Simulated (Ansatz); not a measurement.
**zincblende-structured MoSe**

Computed with Ansatz (plane waves, PAW, 420 eV cutoff): PBE, scalar-relativistic, collinear spin, 10×10×10 k-mesh, Gaussian smearing of 0.05 eV. The datasets are Ansatz's generated set soft_2.

```
Mo Se
1.0
     0.00000    2.84052    2.84052
     2.84052    0.00000    2.84052
     2.84052    2.84052    0.00000
Mo Se
1 1
Cartesian
  0.0000 0.0000 0.0000
  1.4203 1.4203 1.4203
```

This is a trial structure made by placing the elements on a prototype's sites, so it needn't be the stable form.

Magnetic state: ferromagnetic, site spin moments Mo 0.83 μB.

The run above is the reference. The same cell was run again with other input settings; several of them aren't fit for production, so the rows show the settings' effect and aren't properties of the material.

```tsv
keys changed	outcome	ΔE (meV/atom)	P (GPa)	gap on the mesh (eV)	cell moment (μB)	largest force component (eV/Å)	SCF iterations	rough core-seconds	new warnings
none (reference)	converged	0.0	-0.1	metal	1.18	0.000	–	–	–
scf.mixing.algorithm: "broyden"; scf.mixing.beta: 0.9; basis.ecutwfc: 420 → "200 eV"; hamiltonian.hubbard: {"sites": [{"species": "Mo", "l": "d", "u_eff": 2.0}], "double_counting": "amf"}	converged	–	3.8	metal	0.84	0.000	38	110	cutoff below recommended; filled band counts differ across k points; reached outside group
scf.mixing.algorithm: "anderson"; scf.mixing.beta: 0.05	converged	0.0	-0.1	metal	-1.18	0.000	31	29	–
hamiltonian.xc: "pbe" → "lda"; hamiltonian.pseudopotentials: {"kind": "nc", "accuracy": "standard"}	converged	–	-13.1	metal	1.24	0.000	11	12	cutoff below recommended
scf.lower_state_search: "off"; scf.occupations.width: 0.05 → null; scf.occupations.method: "gaussian" → "tetrahedron_uncorrected"	converged	11.8	0.0	metal	1.17	0.000	11	12	band table not solved further
basis.ecutwfc: 420 → "500 eV"	converged	-0.7	-0.1	metal	1.18	0.000	10	11	–
kpoints.mp_grid.grid: [10, 10, 10] → [15, 15, 15]; hamiltonian.hubbard: {"sites": [{"species": "Mo", "l": "d", "u_eff": 8.0}], "double_counting": "fll"}	converged	–	31.2	metal	4.00	0.000	11	27	filled band counts differ across k points
```

ΔE is the energy with the smearing extrapolated to zero. It is left out where the change alters the Hamiltonian or the spin treatment. The varied runs start from atomic densities (corrected by the program's trained start where that serves), with the default search for lower states unless a row changes it, while the reference went on from a saved state, so a magnet may end in another state whatever the setting.

Task: What happens with these changes: scf.occupations.method: "gaussian" → "cold"; scf.occupations.width: 0.05 → 0.3?

Result: outcome converged, ΔE (meV/atom) 1.0, P (GPa) -0.1, gap on the mesh (eV) metal, cell moment (μB) 1.19, largest force component (eV/Å) 0.000, SCF iterations 15, rough core-seconds 13.

Other pseudopotential files need their own cutoff; where it is too low, pressure and moments show the cutoff and not the files.

1 further run (cut off, refused for memory, with changed atoms or starts, or in doubt) is left out.

Of the reference: The equation of state at this level isn't smooth, a sign that the magnetic state shifts with volume and isn't converged in the mesh. The run wasn't fully tested for a lower electronic state. Site moments are of spin, integrated over atomic spheres. The moments were started parallel, and the real magnetic order may be another.
